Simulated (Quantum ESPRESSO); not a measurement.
# Ru5Au3: one composition in several site orders

Computed values, not a measurement. The program is pw.x of Quantum ESPRESSO 7.5 (plane-wave density functional theory). The cell is made up: eight metal atoms on a face-centred cubic lattice, with elements, volume, strain and displacements drawn at random and not relaxed, so it may be unstable or far from any real phase. PseudoDojo standard norm-conserving files set the functional (PBE unless stated); there is no spin polarisation or spin-orbit coupling, the Fermi-Dirac width of 0.25 eV means electrons at about 2900 K, and the masses in the input are unused placeholders. Heavy elements are run without spin-orbit coupling, which real alloys of them have. A spin test at this wide smearing found no moment, but such smearing suppresses magnetism that the real alloy may have.

The runs put one composition on the sites in different orders. Cell, positions, cutoff, mesh and smearing stay as in the input of run 1; sites are counted in its order. Stress in the tables is positive in tension.

Input of run 1:

```
&control calculation='scf', pseudo_dir='./dojo.nc.sr.pbe.v0_5.standard.upf', outdir='./o', disk_io='minimal', tprnfor=.true., tstress=.true. /
&system ibrav=0, nat=8, ntyp=2, nbnd=83, ecutwfc=84.00895049, nosym=.true., tot_charge=0,
 occupations='smearing', smearing='fd', degauss=0.0183746611
/
&electrons conv_thr=1.470e-08, electron_maxstep=70, mixing_beta=0.5 /
ATOMIC_SPECIES
Au 1.0 Au.upf
Ru 1.0 Ru.upf
CELL_PARAMETERS angstrom
-0.024 2.0265 2.0509
-3.9562 2.0142 -1.9906
-3.9145 -5.9048 6.0263
ATOMIC_POSITIONS angstrom
Ru -0.0346 -0.0174 -0.0157
Au -3.94 -3.9385 4.0291
Au -3.936 -2.0054 2.026
Ru -4.0095 0.0028 0.0426
Ru -1.9211 -1.9037 4.0512
Ru -2.0037 0.0414 2.0707
Ru -2.0035 2.0537 0.008
Au -5.8734 -1.9197 4.1121
K_POINTS automatic
8 5 3 1 1 1
```

| run | elements on sites 1 to 8 | free energy less that of run 1 (eV) | -TS (eV) | pressure (GPa) | stress xx (GPa) | stress yy (GPa) | stress zz (GPa) | stress yz (GPa) | stress xz (GPa) | stress xy (GPa) | iterations |
| --- | --- | --- | --- | --- | --- | --- | --- | --- | --- | --- | --- |
| 1 | Ru Au Au Ru Ru Ru Ru Au | 0.000 | -2.013 | -8.16 | 6.75 | 7.89 | 9.83 | 1.89 | -1.11 | -2.21 | 19 |
| 2 | Ru Ru Au Ru Au Ru Au Ru | 0.421 | -2.193 | -7.85 | 6.79 | 7.27 | 9.49 | 2.06 | -0.44 | -2.82 | 19 |
| 3 | Ru Au Ru Au Au Ru Ru Ru | 0.428 | -2.245 | -7.76 | 6.82 | 7.55 | 8.91 | 1.81 | -1.30 | -1.50 | 19 |
| 4 | Au Ru Ru Au Ru Ru Ru Au | 0.253 | -2.151 | -8.24 | 7.21 | 7.66 | 9.86 | 1.24 | -0.54 | -2.66 | 22 |
| 5 | Au Ru Au Au Ru Ru Ru Ru | 0.547 | -2.320 | -7.84 | 6.19 | 7.60 | 9.74 | 0.73 | -0.64 | -2.64 | 20 |

Forces Fx Fy Fz (eV/Å):

| site | run 1 | run 2 | run 3 | run 4 | run 5 |
| --- | --- | --- | --- | --- | --- |
| 1 | -1.13 -1.07 1.25 | 0.01 0.09 0.06 | -0.05 -0.07 0.12 | -0.39 0.12 0.15 | 0.05 0.45 -0.19 |
| 2 | 0.83 -0.35 0.62 | 0.25 -0.38 0.53 | 0.07 -0.27 0.52 | 0.22 0.54 -0.42 | 0.01 0.00 0.07 |
| 3 | 0.61 0.92 -0.44 | 0.08 0.35 0.12 | 0.04 0.22 0.04 | 1.26 0.35 -0.08 | 0.12 -0.01 0.48 |
| 4 | 0.28 0.72 -0.60 | 0.75 0.96 -0.71 | 1.65 0.94 -0.62 | 0.91 0.25 0.07 | 0.92 0.56 -0.25 |
| 5 | 0.54 0.49 -0.90 | -0.69 -0.74 0.25 | -0.90 -0.87 0.37 | -1.44 -0.61 0.33 | -1.60 -0.94 0.50 |
| 6 | 1.23 0.61 -0.78 | 1.03 0.69 -0.82 | -0.13 0.64 -0.77 | -1.30 -0.57 0.35 | -0.08 -0.06 -0.21 |
| 7 | -1.08 -1.36 1.30 | -0.25 -0.55 0.40 | -0.27 -0.25 0.16 | 0.86 -0.54 0.44 | 0.85 0.15 -0.27 |
| 8 | -1.29 0.04 -0.43 | -1.18 -0.41 0.18 | -0.41 -0.33 0.17 | -0.12 0.46 -0.84 | -0.29 -0.15 -0.12 |

The sites are displaced and not relaxed, so the energy differences mix bonding between neighbours with strain and are not ordering energies. A rerun of one cell of this series at a higher cutoff and on a denser mesh moved values by no more than 0.012 eV in energy, 0.03 GPa in stress and 0.007 eV/Å in force, and a second program with other atomic files agreed on that cell to 2 % rms in force and 0.5 GPa in pressure.